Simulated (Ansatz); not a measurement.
A distorted cell of Pd (fcc, Cu type):

```yaml
crystal:
  lattice:
    - [0.00000, 1.99864, 1.91869]
    - [1.99864, 0.00000, 1.91869]
    - [1.99864, 1.99864, 0.00000]
  atoms:
    - { symbol: Pd, position: [0.00000, 0.00000, 0.00000] }
```

Computed with PBEsol (plane waves to 420 eV, PAW, scalar-relativistic; Ansatz, a first-principles code). k mesh 21×21×21 (Γ-centred), Fermi-Dirac smearing 0.05 eV. The energy includes the smearing's −TS. Stress and pressure are positive under compression. With partly filled bands, the response to shear is sensitive to the k mesh, so small differences along c/a are uncertain. Pd is run without spin polarisation. Pd was relaxed with its symmetry unable to fall. The PAW data are Ansatz's earlier set.

Question: Give the stress tensor in GPa and the pressure.

Answer: 
```
   -9.7      0.0      0.0
    0.0     -9.7      0.0
    0.0      0.0     -8.0
```
The pressure, a third of the trace, is -9.1 GPa.

Question: It is the relaxed cell deformed to V/V₀ = 1.053, (c/a)/(c/a)₀ = 0.960, c along z, fractional positions held. What is its energy relative to the relaxed cell?

Answer: 26 meV/atom.

(Under strain, the slope of the energy per volume gives the stress and its curvature an elastic modulus.)
